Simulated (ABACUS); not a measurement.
A self-consistent single point of CdS (P6_3mc, 8 atoms in the cell; from Materials Project mp-672, changed as shown).

```
CdS
1.0
    4.25222     0.00000     0.00000
    0.00000     7.36505     0.00000
    0.00000     0.00000     6.91521
Cd S
4 4
Direct
  0.50000   0.16667   0.50022
  0.00000   0.33333   0.00022
  0.00000   0.66667   0.50022
  0.50000   0.83333   0.00022
  0.50000   0.16667   0.87678
  0.00000   0.33333   0.37678
  0.00000   0.66667   0.87678
  0.50000   0.83333   0.37678
```

All values come from this method and carry its errors: ABACUS with PBE, numerical atomic orbitals TZDP (confined pseudo-atomic orbitals with Gaussian additions; energy shift 0.01 Ry), PseudoDojo 0.5 standard norm-conserving PBE (tails mended) pseudopotentials.

ABACUS settings:

basis: TZDP numerical atomic orbitals, energy shift 0.01 Ry
KPT: Gamma 6 4 4 0 0 0
basis_type: lcao
dft_functional: PBE
ecutwfc: 100 Ry
smearing_method: fd
smearing_sigma: 0.00367493 Ry
potentials: PseudoDojo 0.5 standard norm-conserving PBE (tails mended)
symmetry: 1
symmetry_prec: 1e-05
ks_solver: scalapack_gvx
scf_nmax: 100
scf_thr: 1.0e-07
mixing_type: pulay

Results:

- Number of valence electrons = 104
- Number of bands = 63
- Number of k-points after the program's reduction = 36
- Size of the basis = 244
- Number of SCF iterations = 10
- Free energy E − TS = -20286.0728 eV
- Top of the valence band (on the code's own zero) = 5.86 eV
- Gap on the k-point mesh = 1.11 eV
- Pressure = -2.32 GPa

Stress (GPa, positive for compression):
```
-2.31   0.00   0.00
 0.00  -2.32   0.00
 0.00   0.00  -2.33
```

The gap is read on the k-point mesh of the run and can differ from the gap over the whole zone at this level.

For comparison: a first run was changed to give this one (lattice scaled by 1.02), and from it to this one the free energy rises by 7.1 meV/atom, the pressure goes from 1.01 to -2.32 GPa and the gap on the mesh goes from 1.282 to 1.110 eV.

The atom-centred basis is finite, which shifts total energies, pressures and gaps against plane waves. The structure comes from a collection of computed structures, made at another level of theory; the collection holds predicted forms beside known ones.

Cost on one core: about 40 core-seconds (a rough figure).

The atomic orbitals were generated for these runs; they are not ABACUS's published sets and were checked against plane waves on a few crystals only.

“Tails mended”: in these copies of the files the far tail of each local potential was reset to the Coulomb form.
